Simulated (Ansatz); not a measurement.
An Ansatz input:

```yaml
crystal:
  lattice:
    - [-1.9901335492, 1.9901335492, 1.9901335492]
    - [1.9901335492, -1.9901335492, 1.9901335492]
    - [1.9901335492, 1.9901335492, -1.9901335492]
  atoms:
    - { symbol: In, position: [0.0, 0.0, 0.0] }
hamiltonian:
  xc: blyp
  pseudopotentials:
    kind: paw
    azcp:
      In: "pseudopotentials/In.paw.azcp"
basis:
  ecutwfc: 420
  fft_grid_basis: typed
kpoints:
  mp_grid: { grid: [18, 18, 18], shift: [0, 0, 0] }
magnetization:
  spin_polarized: false
scf:
  occupations: { method: fermi_dirac, width: 0.1 }
output:
  write_density: true
  write_potential: true
  elf: true
  volumetric_format: npy
```

Terminal output

```
Engine: ansatz 0.2.0, aarch64-unknown-linux-gnu
Pseudopotentials: kind: paw
Pseudopotential: In, paw, valence charge 13, recommended cutoff 420 eV (normal) 
Functional definition: BLYP
  parameter beta = 0.0042
  parameter a = 0.04918
  parameter b = 0.132
  parameter c = 0.2533
  parameter d = 0.349
  exchange = b88_x(beta = beta)
  correlation = lyp_c(a = a, b = b, c = c, d = d)
Crystal: 1 atoms, lattice volume = 31.529 Å³
Basis set: ecut = 420 eV, 627 PW (Γ), exchange–correlation on 48×48×48 points (8 copies of the dense FFT grid, shifted against one another)
Bands: 11, of which v1, the nominal top of the filled ones, is band 7 counted from 1 (6 counted from 0)
Symmetry: 48 space group operations
Space group: Im-3m (ITA 229), of the structure as read, at distance tolerance 3.2e-5 Å
k-points: 195 of 5832
Non-local potential: In, projectors of the file, l = 0: 2, l = 1: 2, l = 2: 2, l = 3: 2
PAW form: soft (Blöchl's): semilocal exchange-correlation on the pseudo side does not see the compensation charge
PAW frozen core: In, regenerated for the run's functional, and the local potential with it (the file was generated under x = pbe(κ = 0.804, μ = 0.2195149727645171), c = pbe(β = 0.06672455060314922))
PAW one-centre angular grid: In, 590 points (default); XC on 64 Gauss nodes
Initial density: superposition of atomic densities (neutral atoms: chi_scale 0, normalization atom), corrected by the library's trained network
Initial wavefunctions: pseudopotential atomic-orbital guess
Functional: x = b88, c = lyp
SCF iter   1: F=—  HF=-5613.816721 eV  |F-HF|=—  |Δ(HF+E_count)|=         —  Δρ=5.98e-3  dr2=7.91e-3  ethr=1.77e-3  ⟨swp⟩=5.0  Hψ=12614  notcnv=0
SCF iter   2: F=—  HF=-5613.816408 eV  |F-HF|=—  |Δ(HF+E_count)|=   3.13e-4  Δρ=3.74e-3  dr2=3.38e-3  ethr=6.09e-5  ⟨swp⟩=1.0  Hψ=3706  notcnv=0
SCF iter   3: F=—  HF=-5613.817016 eV  |F-HF|=—  |Δ(HF+E_count)|=   6.08e-4  Δρ=1.05e-3  dr2=3.96e-4  ethr=2.60e-5  ⟨swp⟩=2.1  Hψ=3382  notcnv=0  defer=2
SCF iter   4: F=—  HF=-5613.816940 eV  |F-HF|=—  |Δ(HF+E_count)|=   7.62e-5  Δρ=3.48e-4  dr2=4.80e-5  ethr=3.05e-6  ⟨swp⟩=2.1  Hψ=3212  notcnv=0
SCF iter   5: F=—  HF=-5613.816957 eV  |F-HF|=—  |Δ(HF+E_count)|=   1.70e-5  Δρ=1.91e-4  dr2=8.31e-6  ethr=3.69e-7  ⟨swp⟩=2.3  Hψ=2649  notcnv=0
SCF iter   6: F=—  HF=-5613.816959 eV  |F-HF|=—  |Δ(HF+E_count)|=   2.49e-6  Δρ=5.97e-5  dr2=7.05e-7  ethr=6.39e-8  ⟨swp⟩=2.0  Hψ=2404  notcnv=0
SCF iter   7: F=-5613.816959 eV  HF=-5613.816959 eV  |F-HF|=1.61e-8  |Δ(HF+E_count)|=   1.65e-7  Δρ=9.35e-6  dr2=1.79e-8  ethr=7.69e-10  ⟨swp⟩=1.9  Hψ=7617  notcnv=0
SCF 1 converged in 7 iterations: F = -5613.816959 eV  dr2 = 1.79e-8
SCF converged after 7 iterations
Free energy (F): -5613.816959 eV
Harris-Foulkes:  -5613.816959 eV  (|F-HF|=1.61e-8)
Internal energy: -5613.799668 eV  (E = F + TS)
E sigma→0 (E₀):  -5613.808313 eV
Entropy (-TS):   -0.017292 eV (-17.292 meV/atom)
Fermi energy:    8.306178 eV
--- Per-component energies (eV) ---
  E_band       = -47.440818
  E_kinetic    = 240.287120
  E_local      = -1186.229915  (includes V_loc(G=0)·N_el)
  E_nonlocal   = 363.976436
  E_hartree    = 463.177131
  E_xc         = -213.509070
  E_vxc        = -97.559087  (∫ρ·V_xc dr)
  E_paw        = -4168.796412  (= ΣΔE_a)
  E_vpaw       = -294.274261  (= ΣTr[D̂ρ^β])
  E_aug_tail   = 0.000026  (compensation charges beyond the density's cutoff)
  E_ewald      = -1112.515852
  E_core_change = -0.189132  (= ΣΔE_core)
  E_smearing   = -0.017292  (= −TS)
  E_closure    = -0.000000  (closes the sum)
  Σ components = -5613.816959   (vs F -5613.816959, Δ=0.00e0)
--- Band table (eV; the first three rows and the last of 195) ---
  k-point 0: bands = ["-6.2774", "-6.2774", "-6.2774", "-6.1055", "-6.1055", "-0.0841", "17.2050", "17.2050", "17.2050", "21.0227", "21.0227"]
  k-point 1: bands = ["-6.2793", "-6.2751", "-6.2693", "-6.1076", "-6.1057", "-0.0231", "16.6624", "16.9591", "17.1226", "20.2719", "20.5211"]
  k-point 2: bands = ["-6.2847", "-6.2690", "-6.2460", "-6.1133", "-6.1061", "0.1605", "15.3653", "16.3764", "16.8822", "19.4983", "19.8659"]
  k-point 194: bands = ["-6.3224", "-6.3224", "-6.0260", "-6.0260", "-6.0260", "7.7848", "9.5214", "9.5214", "9.5214", "13.6696", "13.6696"]
```
